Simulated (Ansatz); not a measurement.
## Data sheet: BiRh (DFT)

BiRh:
```
BiRh
1.0
    4.11227     0.00000     0.00000
   -2.05614     3.56133     0.00000
    0.00000     0.00000     5.63248
Bi Rh
2 2
Direct
  0.33333   0.66667   0.25000
  0.66667   0.33333   0.75000
  0.00000   0.00000   0.50000
  0.00000   0.00000   0.00000
```

Space group P6_3/mmc (No. 194), NiAs type; conventional cell a = b = 4.1123 Å, c = 5.6325 Å, α = β = 90.00°, γ = 120.00°.

Method: PBEsol in the plane-wave PAW code Ansatz. Structure relaxed to zero pressure with the same functional. Other levels are named where they apply.

### Cell and energy

```
Item                                                          Result
-----------------------------------------------------  -------------
Volume per atom                                             20.62 Å³
Density                                                  12.56 g/cm³
Formation energy from the elements (no fitted shifts)  -0.16 eV/atom
```

### Electronic structure

```
Item                                                                         Value
------------------------------------  --------------------------------------------
Electronic character                                             metallic (no gap)
Density of states at the Fermi level  0.66 states/eV per atom (mean over ±0.08 eV)
Gap with spin–orbit coupling                                       none (metallic)
```

### Mechanics

```
Quantity                                                                                       Result
--------------------------------------------  -------------------------------------------------------
Bulk modulus (Birch–Murnaghan fit)                                                            132 GPa
Pressure derivative B′                                                                            5.2
Elastic constants (relaxed ions, GPa)         C11 = 174, C12 = 115, C13 = 97.2, C33 = 221, C44 = 65.2
Mechanical stability                                           stable (all eigenvalues of C positive)
Hill bulk and shear moduli                                                           132 and 46.1 GPa
Young's modulus                                                                               124 GPa
Poisson's ratio                                                                                  0.34
Debye temperature from the elastic constants                                                    234 K
```

### Phonons

```
Property                                        Value
-----------------------------  ----------------------
Highest zone-centre frequency               204 cm^-1
Zone-centre stability          no imaginary mode at Γ
```

The workflow started from a Materials Project entry (that database holds measured and hypothetical structures alike); the Crystallography Open Database files this formula in space group No. 194, but the cells were not matched. Whether it is the stable phase at ambient conditions was not checked. The PBEsol relaxation kept the symmetry of its start. No spin polarisation was allowed. As this level gives no gap, shear constants depend on the k-mesh and smearing (Fermi–Dirac, 0.1 eV here). As this level gives no gap, phonon frequencies hold no LO–TO term and depend on the k-mesh and smearing (Fermi–Dirac, 0.1 eV here). Axis ratios of metals converge slowly with the k-mesh, so a and c are less sure than the volume. The references are the lowest solids computed at this level, not always the standard phases. Spin–orbit coupling is left out wherever it is not named.

Potentials: the later of the program's two PAW sets.
